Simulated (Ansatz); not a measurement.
Consider the following.

ZnInGaO$_{4}$:
```yaml
crystal:
  lattice:
    - [1.65755, 0.95699, 8.58412]
    - [-1.65755, 0.95699, 8.58412]
    - [0.00000, -1.91397, 8.58412]
  atoms:
    - { symbol: Zn, position: [0.21869, 0.21869, 0.21869] }
    - { symbol: In, position: [0.00295, 0.00295, 0.00295] }
    - { symbol: Ga, position: [0.78713, 0.78713, 0.78713] }
    - { symbol: O, position: [0.29511, 0.29511, 0.29511] }
    - { symbol: O, position: [0.71124, 0.71124, 0.71124] }
    - { symbol: O, position: [0.12117, 0.12117, 0.12117] }
    - { symbol: O, position: [0.86372, 0.86372, 0.86372] }
```

This is the PBEsol-relaxed structure. Tensor components refer to the Cartesian frame of this cell.

### Question
All from PBEsol in the plane-wave PAW code Ansatz, unless another level is named. Estimate the bulk modulus (Birch–Murnaghan fit).

### Answer
171 GPa.

### Question
Predict the highest zone-centre frequency (without LO–TO term).

### Answer
625 cm^-1.

### Question
Next, the elastic constants (relaxed ions, GPa)?

### Answer
C11 = 251, C12 = 140, C13 = 125, C14 = -8.6, C33 = 258, C44 = 60.8.

Space group R3m. The cell was relaxed with PBEsol under the symmetry of its start.

Potentials: the earlier of the program's two PAW sets. The files were generated under PBE; for other functionals the program regenerates the frozen cores, and for LDA and PBEsol the local potential too.
